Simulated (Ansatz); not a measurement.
An elastic tensor (GPa, Voigt order, standard axes) from LDA in the plane-wave PAW code Ansatz:

```
70.1  26.4  26.4   0.0   0.0   0.0
26.4  70.1  26.4   0.0   0.0   0.0
26.4  26.4  70.1   0.0   0.0   0.0
 0.0   0.0   0.0   9.6   0.0   0.0
 0.0   0.0   0.0   0.0   9.6   0.0
 0.0   0.0   0.0   0.0   0.0   9.6
```

Problem. Pick the material that matches.
(A) Mg2H6Ru, Fm-3m (Mg on 8c, H on 24e, Ru on 4a)
(B) InP, zinc blende
(C) Rb2InAgCl6, Fm-3m (Rb on 8c, In on 4a, Ag on 4b, Cl on 24e)
(D) BP, zinc blende

Solution. C, Rb2InAgCl6, Fm-3m (Rb on 8c, In on 4a, Ag on 4b, Cl on 24e)

The first step of the workflow began from a Materials Project structure, measured or hypothetical; the Crystallography Open Database copy checked does not list it. Whether it is the stable phase at ambient conditions was not checked. Symmetry was held in the LDA relaxation. At this level the phase is dynamically unstable (imaginary phonons). No spin polarisation was allowed.

Potentials: the later of the program's two PAW sets.
